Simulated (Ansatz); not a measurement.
Al (fcc (Cu type)), relaxed and computed with several functionals in Ansatz (plane waves, PAW). Much of their spread follows the volume that each gives.

```json
[
 {"functional": "PBEsol", "V (Å³/atom)": "16.17", "B₀ by P(V) fit (GPa)": "82.5"},
 {"functional": "PBE", "V (Å³/atom)": "16.48", "B₀ by P(V) fit (GPa)": "77.8"},
 {"functional": "LDA", "V (Å³/atom)": "15.80", "B₀ by P(V) fit (GPa)": "83.0"},
 {"functional": "PBE+D3(BJ)", "V (Å³/atom)": "15.78", "B₀ by P(V) fit (GPa)": "85.5"},
 {"functional": "r²SCAN+D4", "V (Å³/atom)": "15.70", "B₀ by P(V) fit (GPa)": "?"}
]
```

Question: Fit a straight line to ln B₀ against ln V and predict the withheld value.

Answer: Least squares on the 4 shown rows: ln B₀ = -1.74 × ln V + (9.239), with a scatter of 1.4 %. For r²SCAN+D4 this gives 85.4. The run itself gave 95.2, a miss of 10.3 % of that, well beyond the scatter: the line misses something about this case.

All cells were relaxed under the symmetry of their starts (and spin orders); stability against distortions was not tested throughout.

Potentials: the earlier of the program's two PAW sets. The files were generated under PBE; for other functionals the program regenerates the frozen cores, and for LDA and PBEsol the local potential too.

Ansatz (a first-principles code) is a plane-wave DFT program.
